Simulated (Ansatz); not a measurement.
The calculation used DFT PBE, scalar-relativistic, plane waves, PAW, and for the lanthanide a 4f-in-core norm-conserving potential (Ansatz 0.2.0). All cells share a 690 eV cutoff and Γ-centred k meshes spaced about 0.3 Å⁻¹ or finer (0.25 for metals, 2π included). No spin polarisation.

All energies are static (0 K, no zero-point motion).

Compare these two cells of Li₄TmGe, each relaxed at this level.

A.

```
CELL_PARAMETERS angstrom
2.91918 -2.88197 0.00000
2.91918 2.88197 0.00000
-1.95071 0.00000 7.24058
ATOMIC_POSITIONS crystal
Li 0.40746 0.93387 0.17327
Li 0.06613 0.59254 0.82673
Li 0.59254 0.06613 0.82673
Li 0.93387 0.40746 0.17327
Tm 0.00000 0.00000 0.50000
Ge 0.50000 0.50000 0.50000
```

B.

```
CELL_PARAMETERS angstrom
2.54329 -5.00309 0.00000
2.54329 5.00309 0.00000
0.00000 0.00000 4.21816
ATOMIC_POSITIONS crystal
Li 0.65493 0.34507 0.00000
Li 0.34507 0.65493 0.00000
Li 0.50000 0.00000 0.50000
Li 0.00000 0.50000 0.50000
Tm 0.00000 0.00000 0.00000
Ge 0.50000 0.50000 0.50000
```

Question: Which is lower in energy, and by how much?

Answer: A is lower, by 36 meV/atom. A has space group C2/m (No. 12), 20.3 Å³/atom and no gap on its mesh; B has space group Cmmm (No. 65), 17.9 Å³/atom and no gap. Counting Li or Tm atoms around Ge (for each partner element, those within 1.25 times its shortest distance or 1.15 times the sum of covalent radii, where it is the nearest in units of that sum or under 1.3; a plus sign parts groups by distance over the sum of covalent radii), A has Ge 4+8 and B has Ge 12. The lower one is the more open, so pressure narrows the difference. Both come from trial cells of a structure search, whose lowest cell (Cmmm, 19.7 Å³/atom) lies 23 meV/atom below the lower of the two.

Cells relaxed within their symmetry can be saddle points. Some types were kept out of the candidates beforehand, so the set may lack a known form.

The lanthanide is trivalent by construction, without f bands, f moments or other valences.
